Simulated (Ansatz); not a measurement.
AgI:
```xyz
4
Lattice="4.4857 0.0000 0.0000 -2.2428 3.8847 0.0000 0.0000 0.0000 7.3391" Properties=species:S:1:pos:R:3 pbc="T T T"
Ag     0.0000     2.5898     0.0192
Ag     2.2428     1.2949     3.6888
I      0.0000     2.5898     2.7689
I      2.2428     1.2949     6.4384
```

This is the LDA-relaxed structure. Tensor components refer to the Cartesian frame of this cell.

Question: All from DFT-LDA in the program Ansatz with PAW potentials, unless another level is named. Give the band gap.

Answer: 1.09 eV (direct).

Question: Give the hole effective mass, band 1 of 2 at the edge.

Answer: 1.3 along x, 1.3 along z (mₑ).

Question: Give the electron effective mass.

Answer: 0.13, 0.14, 0.14 mₑ (principal values).

Question: What about the valence-band maximum?

Answer: at Γ.

Space group P6_3mc (wurtzite). Symmetry was held in the LDA relaxation. The run is not spin-polarised. Scalar-relativistic: spin–orbit coupling is off unless named, which matters more the heavier the elements.

Potentials: the earlier of the program's two PAW sets. The files were generated under PBE; for other functionals the program regenerates the frozen cores, and for LDA and PBEsol the local potential too.
